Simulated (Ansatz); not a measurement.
**Structure relaxation, ZrO2**

The start is a generated trial cell of ZrO2 in the beta-tridymite structure type. A full variable-cell relaxation at zero pressure is run with PBEsol (plane waves to 420 eV, PAW, scalar-relativistic; Ansatz, a quantum-chemistry and plane-wave program). The first steps use a coarse 4×4×2 k-mesh.

Starting cell:
```
CELL_PARAMETERS angstrom
      5.95289     0.00000     0.00000
     -2.97645     5.15536     0.00000
      0.00000     0.00000     9.74474
ATOMIC_POSITIONS crystal
  Zr 0.33333 0.66667 0.06200
  Zr 0.66667 0.33333 0.56200
  Zr 0.66667 0.33333 0.93800
  Zr 0.33333 0.66667 0.43800
  O  0.33333 0.66667 0.25000
  O  0.66667 0.33333 0.75000
  O  0.50000 0.00000 0.00000
  O  0.50000 0.50000 0.50000
  O  0.00000 0.50000 0.00000
  O  0.50000 0.00000 0.50000
  O  0.50000 0.50000 0.00000
  O  0.00000 0.50000 0.50000
```

Question: Which atoms feel the largest initial force, and how large is it?

Answer: 0.43 eV/Å, on Zr1, Zr2, Zr3, Zr4 (atoms numbered as listed).

Question: How much energy is released per atom?

Answer: 0.37 eV/atom.

Question: How does the volume per atom move from start to end?

Answer: +22.6 %, from 24.92 to 30.57 Å³/atom.

Question: What does it relax into? Give the structure.

Answer: 
```cif
data_O8Zr4
_chemical_formula_sum 'Zr4 O8'
_space_group_name_H-M_alt 'P63/mmc'
_space_group_IT_number 194
_space_group_name_Hall '-P 6c 2c'
_cell_length_a 6.37895
_cell_length_b 6.37895
_cell_length_c 10.40861
_cell_angle_alpha 90.000
_cell_angle_beta 90.000
_cell_angle_gamma 120.000
loop_
_atom_site_label
_atom_site_type_symbol
_atom_site_symmetry_multiplicity
_atom_site_Wyckoff_symbol
_atom_site_fract_x
_atom_site_fract_y
_atom_site_fract_z
_atom_site_occupancy
Zr1 Zr 4 f 0.33333 0.66667 0.06239 1
O1 O 2 c 0.33333 0.66667 0.25000 1
O2 O 6 g 0.50000 0.50000 0.50000 1
```

The space group stays P6₃/mmc (No. 194) (the run could not lower it); the end is AFLOW prototype A2B_hP12_194_cg_f (C10, as in SiO2), with 12 atoms in the primitive cell. Final values are on a 5×5×3 k-mesh of the relaxed cell. No spin polarisation in the result.

The run could not lose the symmetry of its start: the end is stationary, and may be a saddle point rather than a minimum.

The relaxed structure here is a generated cell of ZrO2: the first start was made by placing the elements on the sites of a structure type, and the end was not matched to a known phase here, so it may be hypothetical. Known forms of ZrO2 include space group No. 14, 137, 225.
